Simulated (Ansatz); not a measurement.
MgTiNO:
Space group P4/mmm (No. 123); a = b = 2.956 Å, c = 4.309 Å, α = β = γ = 90.00°

```csv
atom,site,symmetry,x,y,z
Ti,1a,4/mmm,0.0000,0.0000,0.0000
N,1c,4/mmm,0.5000,0.5000,0.0000
Mg,1d,4/mmm,0.5000,0.5000,0.5000
O,1b,4/mmm,0.0000,0.0000,0.5000
```

Relaxed at zero pressure with PBEsol (plane waves, PAW; program Ansatz).

Q: The volume is raised by 6 % and shape and atoms relax at that volume. What pressure results, and how do the axes share the change?

A: -11.0 GPa; a 1.5 %, b 1.5 %, c 2.8 %; the energy rises by 21 meV/atom.

Q: Give the new structure.

A: 
Space group P4/mmm (No. 123); a = b = 3.0017 Å, c = 4.4294 Å, α = β = γ = 90.00°

```tsv
atom	site	symmetry	x	y	z
Ti	1a	4/mmm	0.0000	0.0000	0.0000
N	1c	4/mmm	0.5000	0.5000	0.0000
Mg	1d	4/mmm	0.5000	0.5000	0.5000
O	1b	4/mmm	0.0000	0.0000	0.5000
```

The phase is kept; no other phase was compared at this pressure.

The start of the workflow was typed in or built on a structure type; neither database checked (COD, Materials Project) lists it. Whether it is the stable phase at ambient conditions was not checked. The PBEsol relaxation kept the symmetry of its start; its stability against distortions is not shown here. The workflow began spin-polarised and lost its moments.

Potentials: the later of the program's two PAW sets.
